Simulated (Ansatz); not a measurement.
A: Te (trigonal-Te type, space group P3_121), a = 4.521 Å, b = 4.521 Å, c = 5.955 Å, α = 90.00°, β = 90.00°, γ = 120.00°
B: MoSi₂ (MoSi2 type, space group I4/mmm), a = 3.217 Å, b = 3.217 Å, c = 7.873 Å, α = 90.00°, β = 90.00°, γ = 90.00°
C: Al2Cu (Al2Cu type, space group I4/mcm), a = b = 6.0594 Å, c = 4.8739 Å, α = β = γ = 90.00°

Scan: energy over volume and axial ratio (atoms clamped). All come from one method, each on a k mesh of its own. Al2Cu is run without spin polarisation. All were relaxed with their symmetry unable to fall. MoSi2 is run without spin polarisation. Spin-orbit coupling is left out. The PAW data are Ansatz's earlier set.

**Question.** Rank these by modulus against c/a change at fixed volume, (3/4V)·∂²E/∂(ln c/a)² (fitted) (highest first), as PBE (plane waves to 420 eV, PAW, scalar-relativistic; Ansatz, an electronic-structure program) gives it.

**Answer.** B (190 GPa), C (60 GPa), A (14 GPa)

(A scan under strain: stresses follow from slopes of the energy per volume, elastic moduli from its curvatures.)
